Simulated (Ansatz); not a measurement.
## Where the states of LiZn lie

```yaml
crystal:
  lattice:
    - [0.00000, 3.11100, 3.11100]
    - [3.11100, 0.00000, 3.11100]
    - [3.11100, 3.11100, 0.00000]
  atoms:
    - { symbol: Li, position: [0.50000, 0.50000, 0.50000] }
    - { symbol: Li, position: [0.75000, 0.75000, 0.75000] }
    - { symbol: Zn, position: [0.00000, 0.00000, 0.00000] }
    - { symbol: Zn, position: [0.25000, 0.25000, 0.25000] }
```

The geometry is COD entry 1539532, unchecked; take it as a test cell. It is an old determination, and later ones may differ.

The calculation used DFT, LDA, all-electron LAPW, scalar-relativistic (Ansatz 0.2.0).

Settings: a Γ-centred 9×9×9 k mesh, Fermi–Dirac smearing of 0.08 eV, basis error target 0.5 meV/atom, no spin polarisation.

(1) Where is the centre of the filled Zn 3d states between -14 eV and the top of the filled states?

(2) Tabulate the density of states.

Results:

(1) -7.04 eV from the Fermi level.

(2) States per eV and cell, averaged over 0.6 eV, from -7.6 to 2.4 eV, with energies (bin centres) from the Fermi level; empty bins are left out. The partial columns, the largest 3 alone, are projections on Löwdin-orthogonalised atomic shells (those that the program's projection atoms carry: the occupied ones and, for some elements, an empty d or f shell; other empty shells have no column), summed over atoms of an element. Weights on diffuse s and p shells depend on that basis and aren't pure angular character.
```csv
E (eV),total,Zn 3d,Zn 4s,Li 2s
-7.4,17.59,16.87,0.51,0.19
-6.8,16.10,15.78,0.17,0.13
-6.2,0.67,0.22,0.27,0.17
-5.6,0.99,0.17,0.62,0.19
-5.0,0.90,0.10,0.67,0.11
-4.4,0.42,0.03,0.34,0.04
-3.8,0.28,0.01,0.21,0.05
-3.2,1.32,0.03,0.80,0.39
-2.6,0.60,0.01,0.37,0.15
-2.0,0.41,0.01,0.23,0.10
-1.4,1.32,0.02,0.26,0.71
-0.8,1.59,0.02,0.24,0.57
-0.2,1.42,0.01,0.19,0.38
0.4,1.17,0.01,0.14,0.23
1.0,0.90,0.00,0.09,0.11
1.6,0.58,0.00,0.06,0.04
2.2,0.28,0.00,0.04,0.01
```
